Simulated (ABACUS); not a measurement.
Input and output of a self-consistent single point for Se (P3_121, 3 atoms in the cell; from Materials Project mp-14, changed as shown) (ABACUS).

Method: PBEsol, PseudoDojo 0.4 standard norm-conserving PBEsol (tails mended) pseudopotentials (plane waves; ABACUS).

The change in words: volume scaled by 1.01. Reference geometry (P3_121):
```xyz
3
Lattice="4.4891 0.0000 0.0000 -2.2445 3.8876 0.0000 0.0000 0.0000 4.9614" Properties=species:S:1:pos:R:3 pbc="T T T"
Se     0.9781     0.0000     1.6538
Se    -0.4891     0.8471     3.3076
Se     1.7555     3.0406     0.0000
```

Reference input (self-consistent single point, DFT, PBEsol, plane waves, PseudoDojo 0.4 standard norm-conserving PBEsol (tails mended) pseudopotentials): KPT = Gamma 6 6 4 0 0 0; basis_type = pw; dft_functional = PBESOL; ecutwfc = 86 Ry; smearing_method = gaussian; smearing_sigma = 0.00367493 Ry; potentials = PseudoDojo 0.4 standard norm-conserving PBEsol (tails mended); symmetry = 1; ks_solver = dav_subspace; scf_nmax = 100; scf_thr = 1.0e-09 Ry; mixing_type = broyden. This run's input differs from it in these lines:

```diff
@@ -26,5 +26,5 @@
 LATTICE_VECTORS
-   4.4890530000    0.0000000000    0.0000000000
-  -2.2445270000    3.8876340000    0.0000000000
-   0.0000000000    0.0000000000    4.9613740000
+   4.5039660000    0.0000000000    0.0000000000
+  -2.2519830000    3.9005490000    0.0000000000
+   0.0000000000    0.0000000000    4.9778560000
 
@@ -36,5 +36,5 @@
 3
-   0.9781197582    0.0000000000    1.6537896795
-  -0.4890599880    0.8470765723    3.3075843205
-   1.7554662299    3.0405574277    0.0000000000
+   0.9813691517    0.0000000000    1.6592836740
+  -0.4906845759    0.8498906216    3.3185723260
+   1.7612984241    3.0506583784    0.0000000000
 # file: KPT
```

Output, abridged:

```
 SELF-CONSISTENT
 -------------------------------------------
                                 init_chg = atomic

 PW ALGORITHM --------------- ION=   1  ELEC=   1--------------------------------

 Notice: Threshold on eigenvalues was too large.

 Density error is 0.0307823219784
                          Error Threshold = 6.51699061792e-05
 E_KohnSham     -726.6429828967      -9886.4849791118
 E_Fermi        0.4756022272         6.4709002716

 PW ALGORITHM --------------- ION=   1  ELEC=   2--------------------------------

 Density error is 0.00202796445142
                          Error Threshold = 6.4129837455e-05
   [... lines left out ...]

 Density error is 5.58246875015e-09
                          Error Threshold = 1.61636411524e-10
 E_KohnSham     -726.6461801071      -9886.5284793904
 E_Fermi        0.5083299588         6.9161839043

 PW ALGORITHM --------------- ION=   1  ELEC=   7--------------------------------

 Density error is 4.65042582485e-10
                          Error Threshold = 1.16301432295e-11
 E_KohnSham     -726.6461801085      -9886.5284794094
 E_KS(sigma->0) -726.6461801085      -9886.5284794094
 E_entropy(-TS) -0.0000000000        -0.0000000000
 E_Fermi        0.5083433608         6.9163662478
 charge density convergence is achieved
 final etot is -9886.5284794 eV
 EFERMI = 6.9163662478 eV

 STATE ENERGY(eV) AND OCCUPATIONS    NSPIN == 1
   [... 31 lines left out ...]

 TOTAL-FORCE (eV/Angstrom)
                       Se1         0.1768091865        -0.0000626840        -0.0016665486
                       Se2        -0.0884588792         0.1530899061         0.0016665486
                       Se3        -0.0883503073        -0.1530272221         0.0000000000

 TOTAL-STRESS (KBAR)
       -10.6250655315         0.0013452002         0.0014525648
         0.0013452002       -10.6235120853        -0.0008386387
         0.0014525648        -0.0008386387        -2.6432322100
 TOTAL-PRESSURE: -7.963937 KBAR

 --------------------------------------------
 !FINAL_ETOT_IS -9886.5284794094241079 eV
 --------------------------------------------
```

The run converged in 7 iterations. Against the reference run the free energy is nearly the same (within 1 meV/atom), the pressure goes from -0.30 to -0.80 GPa, the largest force goes from 0.284 to 0.177 eV/Å and the gap on the mesh hardly changes (1.047 to 1.037 eV).

The structure comes from a collection of computed structures, made at another level of theory; the collection holds predicted forms beside known ones. Its lattice was then scaled.

Cost on one core: about 6 core-minutes (a rough figure).

“Tails mended”: in these copies of the files the far tail of each local potential was reset to the Coulomb form.
